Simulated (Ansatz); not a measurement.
**Compressing Ga: a fit and a missing row**

Ga, I-43d, a = 5.968 Å. This isn't the element's structure at ambient conditions. Ansatz: PBEsol, PAW, 420 eV, Γ-centred 8×8×8 mesh on 6 atoms, Gaussian smearing 0.10 eV; no spin polarisation. Symmetry fixes shape and atoms, so the cell is only scaled; pressure is positive in compression.

| V (Å³/atom) | P (GPa) |
| --- | --- |
| 16.653 | 4.28 |
| 17.185 | ? |
| 17.716 | -0.05 |
| 18.248 | -1.69 |
| 18.779 | -3.07 |

Question: Take V0 = 17.716 Å³/atom, count pressures from its P0 = -0.05 GPa, fit the third-order Birch–Murnaghan form to the other rows, and predict the missing pressure.

Answer: With the Eulerian strain f = ½[(V0/V)^(2/3) − 1] and y = (P − P0)/[3f(1 + 2f)^(5/2)], the form is the line y = B0 + 1.5 B0 (B0′ − 4) f. Rows (f, y): 0.02106, 61.8; -0.00977, 58.8; -0.01905, 58.2. Means f = -0.002587, y = 59.600; Σ(Δf)² = 0.0008818, ΣΔfΔy = 0.08082; the slope is their ratio. y = 59.84 + 91.65 f GPa, so B0 = 59.8 GPa and B0′ = 4 + 2 × (91.65)/(3 × 59.84) = 5.02. At V = 17.185, f = 0.01025, y = 60.78 and P = 1.92 GPa. The run gave 1.92 GPa, the same to the digits shown.

Cost: 5 runs of about 1.8 core-minutes in all, on Arm Neoverse V1 (shared hosts).